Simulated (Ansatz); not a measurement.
SiO2 (rutile, P4_2/mnm), plane-wave PAW LDA (Ansatz code). The conduction-band minimum lies at Γ, with 1 equivalent valley. Second derivatives d²E/dk² of the lowest band at one valley (eV·Å²), along Cartesian directions:

```csv
direction,d²E/dk²
[100],14.70
[010],14.70
[001],19.13
[110],14.69
[101],16.92
[011],16.92
```

Q: Find the principal effective masses, the density-of-states mass and the conductivity mass.

A: Off-diagonal terms follow from H_xy = H[110] − (H_xx + H_yy)/2, and m*/mₑ = 7.620 eV·Å² over each eigenvalue: 0.40, 0.52, 0.52. One valley's DOS mass (m₁m₂m₃)^(1/3) = 0.47, conductivity mass 3/(Σ 1/mᵢ) = 0.47 mₑ.

Q: What effective density of states Nc follows at 300 K for parabolic valleys?

A: Nc = 2.509e19 × 1 × (0.47)^(3/2) ≈ 8.1e18 cm⁻³.

Q: With the computed static dielectric constant 10.4 (mean of the diagonal), estimate a hydrogenic donor's binding energy and radius.

A: E = 13.606 eV × 0.47/10.4² ≈ 59 meV; a = 0.529 Å × ε/m* ≈ 12 Å. Semilocal masses tend to be too small when the gap is underestimated.

This is a known high-pressure phase of the composition, computed here at zero pressure and temperature. The LDA relaxation kept the symmetry of its start; its stability against distortions is not shown here.

Potentials: the earlier of the program's two PAW sets. The files were generated under PBE; for other functionals the program regenerates the frozen cores, and for LDA and PBEsol the local potential too.
